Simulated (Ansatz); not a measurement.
Level of theory: Ansatz 0.2.0, DFT PBE, scalar-relativistic, plane waves, PAW. Settings: cutoff 420 eV, Γ-centred meshes spaced at most about 0.3 Å⁻¹, and about 0.25 Å⁻¹ or finer for metals (2π included), Gaussian smearing. No spin polarisation in the final relaxations.

Temperature and zero-point effects are left out.

Compare these two cells of SnBrCl3, each relaxed at this level.

A.

```yaml
crystal:
  lattice:
    - [5.25301, 0.00000, 0.00000]
    - [0.00000, 5.25301, 0.00000]
    - [0.00000, 0.00000, 5.25301]
  atoms:
    - { symbol: Sn, position: [0.50000, 0.50000, 0.50000] }
    - { symbol: Br, position: [0.00000, 0.00000, 0.00000] }
    - { symbol: Cl, position: [0.00000, 0.50000, 0.50000] }
    - { symbol: Cl, position: [0.50000, 0.00000, 0.50000] }
    - { symbol: Cl, position: [0.50000, 0.50000, 0.00000] }
```

B.

```yaml
crystal:
  lattice:
    - [4.87582, 0.00000, 0.00000]
    - [0.00000, 4.87582, 0.00000]
    - [0.00000, 0.00000, 8.07146]
  atoms:
    - { symbol: Sn, position: [0.50000, 0.50000, 0.43804] }
    - { symbol: Br, position: [0.00000, 0.00000, 0.92899] }
    - { symbol: Cl, position: [0.50000, 0.00000, 0.29104] }
    - { symbol: Cl, position: [0.00000, 0.50000, 0.29104] }
    - { symbol: Cl, position: [0.00000, 0.00000, 0.65909] }
```

Problem. Which would you expect to be lower, and how large is the difference?

Solution. B is lower, by 139 meV/atom. A has the cubic perovskite type, space group Pm-3m (No. 221), 29.0 Å³/atom and no gap on its mesh; B has space group P4mm (No. 99), 38.4 Å³/atom and a gap of 1.65 eV. Counting Br or Cl atoms around Sn (for each partner element, those within 1.25 times its shortest distance or 1.15 times the sum of covalent radii, where it is the nearest in units of that sum or under 1.3), A has Sn 6 and B has Sn 4. In A, around Sn lie 6 Cl at 2.63 Å; Br is surrounded by 12 Cl at 3.71 Å (long contacts); around Cl lie 2 Sn at 2.63 Å, 4 Br at 3.71 Å and 8 Cl at 3.71 Å. In B, Sn has 4 Cl at 2.71 Å; Br is surrounded by 1 Cl at 2.18 Å; around Cl on a site of symmetry 2mm lie 2 Sn at 2.71 Å; 1 more site not described. Both come from invented guesses.

Weakly bound directions are ill-defined at this level, which has no dispersion term (P4mm), and this can change margins and order among such cells. Kohn–Sham gaps at this level usually fall short of measured ones. A magnetic state wasn't ruled out in cells without spin, among them Pm-3m. Cells relaxed within their symmetry can be saddle points.
